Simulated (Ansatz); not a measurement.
Method: DFT PBE, scalar-relativistic, plane waves, PAW in Ansatz. Cutoff 420 eV, Γ-centred meshes of about 0.25 Å⁻¹ or finer for metals and 0.3 Å⁻¹ for insulators (2π included), Gaussian smearing. No spin polarisation.

Temperature and zero-point effects are left out.

Two relaxed structures of TaCl₃F:

1.

```yaml
crystal:
  lattice:
    - [6.63419, -3.38678, 0.00000]
    - [6.63419, 3.38678, 0.00000]
    - [-6.12867, 0.00000, 6.72231]
  atoms:
    - { symbol: Ta, position: [0.21448, 0.77746, 0.99493] }
    - { symbol: Ta, position: [0.77746, 0.21448, 0.99493] }
    - { symbol: Cl, position: [0.01055, 0.51174, 0.74824] }
    - { symbol: Cl, position: [0.51174, 0.01055, 0.74824] }
    - { symbol: Cl, position: [0.00906, 0.00906, 0.79529] }
    - { symbol: Cl, position: [0.98455, 0.98455, 0.19637] }
    - { symbol: Cl, position: [0.49906, 0.49906, 0.18090] }
    - { symbol: Cl, position: [0.52014, 0.52014, 0.83758] }
    - { symbol: F, position: [0.40920, 0.96577, 0.19576] }
    - { symbol: F, position: [0.96577, 0.40920, 0.19576] }
```

2.

```yaml
crystal:
  lattice:
    - [6.68188, -3.25337, 0.00000]
    - [6.68188, 3.25337, 0.00000]
    - [-6.66896, 0.00000, 6.76316]
  atoms:
    - { symbol: Ta, position: [0.23280, 0.76720, 0.00000] }
    - { symbol: Ta, position: [0.76720, 0.23280, 0.00000] }
    - { symbol: Cl, position: [0.74405, 0.24678, 0.75258] }
    - { symbol: Cl, position: [0.24678, 0.74405, 0.75258] }
    - { symbol: Cl, position: [0.25595, 0.75322, 0.24742] }
    - { symbol: Cl, position: [0.75322, 0.25595, 0.24742] }
    - { symbol: Cl, position: [0.19902, 0.19902, 0.19290] }
    - { symbol: Cl, position: [0.80098, 0.80098, 0.80710] }
    - { symbol: F, position: [0.62973, 0.62973, 0.12567] }
    - { symbol: F, position: [0.37027, 0.37027, 0.87433] }
```

**Question.** Which arrangement of the elements on these sites is preferred, and by what margin?

**Answer.** Cell 1 is lower, by 71 meV/atom. The two share one framework of sites and differ in which element sits where. Cell 1 has space group Cm (No. 8), 30.2 Å³/atom and a gap of 1.63 eV on its mesh; cell 2 has space group C2/m (No. 12), 29.4 Å³/atom and a gap of 0.90 eV. Counting Cl or F atoms around Ta (for each partner element, those within 1.25 times its shortest distance or 1.15 times the sum of covalent radii, where it is the nearest in units of that sum or under 1.3), cell 1 and cell 2 both have Ta 6. Both come from trial cells of a structure search.

No dispersion correction is applied, so the spacing and binding between layers, chains or molecules are poorly described (Cm, C2/m), and this can change margins and order among such cells. Spin–orbit coupling, which can matter for Ta, is left out. Kohn–Sham gaps at this level usually fall short of measured ones. With atoms moved at random, cell 1 came back. Cell 2 had no clear such test and can be a saddle point.
